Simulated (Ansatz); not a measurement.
The cell is an ordered 6-atom cell of Al₂GaP₃ on the zincblende lattice (P3m1); cell and atoms were relaxed with r2SCAN. Space group P3m1 (No. 156), trigonal; a = 3.868 Å, c = 9.474 Å in the conventional setting, 20.46 Å³ an atom. Around Al lie 4 P at 2.37 Å; around Ga lie 4 P at 2.37 Å; around P lie 4 Al at 2.37 Å; around P lie 1 Ga at 2.37 Å and 3 Al at 2.37 Å; around P lie 1 Al at 2.37 Å and 3 Ga at 2.37 Å.

```cif
data_structure
_symmetry_space_group_name_H-M 'P3m1'
_symmetry_Int_Tables_number 156
_cell_length_a 3.8683
_cell_length_b 3.8683
_cell_length_c 9.4738
_cell_angle_alpha 90.000
_cell_angle_beta 90.000
_cell_angle_gamma 120.000
_cell_volume 122.77
loop_
_atom_site_label
_atom_site_type_symbol
_atom_site_symmetry_multiplicity
_atom_site_Wyckoff_symbol
_atom_site_fract_x
_atom_site_fract_y
_atom_site_fract_z
_atom_site_occupancy
Al1 Al 1 a 0.00000 0.00000 0.00019 1
Al2 Al 1 c 0.66667 0.33333 0.66612 1
Ga1 Ga 1 b 0.33333 0.66667 0.33351 1
P1 P 1 c 0.66667 0.33333 0.91675 1
P2 P 1 b 0.33333 0.66667 0.58324 1
P3 P 1 a 0.00000 0.00000 0.25018 1
```

3 runs of Ansatz on this cell differ in the functional (and in the settings that go with it). Levels are in eV from each run's valence top; v1 is the last filled band, c1 the first empty one.

Run A, mean stress 0.0 GPa (compression positive):
```tsv
point	v5	v3	v1	c1	c2	c3
Γ	-0.72	-0.03	0.00	2.53	3.33	3.67
M	-2.41	-2.16	-1.36	1.88	2.49	3.45
K	-3.83	-1.72	-1.69	2.75	3.16	3.23
```

Run B, mean stress +0.1 GPa (compression positive):
```tsv
point	v5	v3	v1	c1	c2	c3
Γ	-0.75	-0.03	0.00	2.99	3.69	3.95
M	-2.53	-2.27	-1.43	2.24	2.93	3.89
K	-4.03	-1.81	-1.77	3.20	3.55	3.65
```

Run C, mean stress +1.7 GPa (compression positive):
```tsv
point	v5	v3	v1	c1	c2	c3
Γ	-0.69	-0.03	0.00	2.09	2.84	3.05
M	-2.30	-2.11	-1.31	1.57	2.17	3.07
K	-3.70	-1.65	-1.62	2.42	2.79	2.88
```

**Question.** Match the runs to PBE, r2SCAN, HSE06.

**Answer.** A is r2SCAN, B is HSE06, C is PBE. In order of the gap: PBE 1.57, r2SCAN 1.88, HSE06 2.24 eV.

Simulation only: spin-unpolarised, and no claim that this is the phase found in nature.

The program warns that its thresholds are loose for a hybrid's stress.

The meshes of the hybrids are coarse, so their gaps aren't converged to the digits shown.
